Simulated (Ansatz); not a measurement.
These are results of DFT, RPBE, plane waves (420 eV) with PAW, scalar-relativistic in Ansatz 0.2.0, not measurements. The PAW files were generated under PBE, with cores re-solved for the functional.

An element in the dhcp structure gives this curve. The cell is scaled uniformly from the relaxed one, with fractional coordinates and shape fixed. Energies are extrapolated to zero smearing, pressures are those at the given smearing. Magnetic state: spin not included.

| V (Å³/atom) | E − E₀ (meV/atom) | P (GPa) |
| --- | --- | --- |
| 7.134 | 51.6 | 18.62 |
| 7.458 | 21.6 | 11.30 |
| 7.782 | 5.1 | 5.18 |
| 8.107 | 0.0 | 0.04 |
| 8.431 | 4.5 | -4.29 |
| 8.755 | 17.0 | -7.94 |
| 9.080 | 36.3 | -11.01 |

(1) Which element is it?
A. ruthenium
B. cobalt
C. beryllium
D. vanadium

Results:

(1) C. Its fit is V₀ = 8.11 Å³/atom, B₀ = 118 GPa, B₀′ = 3.3.
